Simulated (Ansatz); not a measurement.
Data:

Ge:
Space group Im-3m (No. 229); a = 7.0024 Å, b = 7.0024 Å, c = 7.0024 Å, α = 90.00°, β = 90.00°, γ = 90.00°

```tsv
atom	site	symmetry	x	y	z
Ge	12d	-4m.2	0.0000	0.2500	0.5000
```
(The calculation used a cell of 6 atoms; values per cell refer to that cell.)

This is the r²SCAN-relaxed structure.

Task: All from plane-wave PAW r²SCAN (Ansatz code), unless another level is named. Give the electron effective mass with spin–orbit coupling.

Result: 0.30, 0.30, 0.87 mₑ (principal values).

Task: Next, the HSE06 gap on the r²SCAN cell?

Result: 0.50 eV.

Task: And the band gap?

Result: 0.16 eV (indirect).

Task: Next, the valence-band maximum?

Result: at H.

Task: And the conduction-band minimum?

Result: on the Γ–H line, 61 % of the way from Γ (6 equivalent valleys).

The start of the workflow was typed in or built on a structure type; the Crystallography Open Database copy checked does not list it. It is not the phase usual at ambient conditions (space group No. 227). Symmetry was held in the r²SCAN relaxation; whether a distortion lowers the energy is not shown. The volume moved by 22 % from the start of the relaxation. Spin–orbit coupling is left out wherever it is not named.

Potentials: the later of the program's two PAW sets.
